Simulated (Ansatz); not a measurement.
According to the program Ansatz at the PBE+D3(BJ) level (PAW), BAs in the orthorhombic phase (Pnma; B on 4c, As on 4c) relaxes to a = 6.539 Å, b = 3.413 Å, c = 5.683 Å. Its formation energy from the elements is 0.26 eV/atom, with no fitted shifts.

It is gapped at this level: 0.44 eV (indirect). Gap from PBE+D3(BJ) with spin–orbit coupling: 0.44 eV. The hole mass is 0.15, 0.47, 0.88 mₑ (principal values).

The bulk modulus is 101 GPa.

The start of the workflow was typed in or built on a structure type; neither database checked (COD, Materials Project) lists it. It is not the phase usual at ambient conditions (space group No. 216). The cell was relaxed with PBE+D3(BJ) under the symmetry of its start; its stability against distortions is not shown here. The volume moved by 25 % from the start of the relaxation. Its formation energy is positive at this level, so the cell may be metastable or incomplete. The references are the lowest solids computed at this level, not always the standard phases. Spin–orbit coupling is left out wherever it is not named.

Potentials: the earlier of the program's two PAW sets.
